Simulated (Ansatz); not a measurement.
Rough cost of magnetic runs on FeI2 (P-3m1) in Ansatz 0.2.0, 2 threads of Arm Neoverse V2, on a shared host.

```xyz
3
Lattice="4.0400 0.0000 0.0000 -2.0200 3.4987 0.0000 0.0000 0.0000 6.7500" Properties=species:S:1:pos:R:3 pbc="T T T"
Fe    0.0000    0.0000    0.0000
I     0.0000    2.3325    1.6875
I     2.0200    1.1662    5.0625
```

```csv
run,"functional, mesh",k points solved,bands,iterations,wall time (s),peak memory (GiB)
PAW: total moment held at 2.68 μB,"PBEsol, 8×8×5",40,32,15,16,0.44
PAW: start from moments of 0.01 μB,"PBEsol, 8×8×5",40,31,53,40,0.47
LAPW: total moment held at 3.6 μB,"PBEsol, 8×8×5",40,42,18,38,0.59
PAW: field of 600 T on the spins,"PBEsol, 8×8×5",40,33,20,12,0.47
PAW: no spin polarisation,"PBEsol, 8×8×5",40,30,7,3.6,0.4
PAW: free moments from the typed start,"PBEsol, 8×8×5",40,32,13,11,0.47
PAW: total moment held at 3.6 μB,"PBEsol, 8×8×5",40,33,14,11,0.48
PAW: total moment held at 1.32 μB,"PBEsol, 8×8×5",40,31,28,15,0.47
PAW: total moment held at 6 μB,"PBEsol, 8×8×5",40,34,14,8.8,0.48
```

Task: Roughly how much dearer is an iteration by LAPW than by PAW among the runs with the first row's mesh and spin treatment (collinear)?

Result: About 2.8 times (medians of wall time over iterations; times from a shared host are rough).
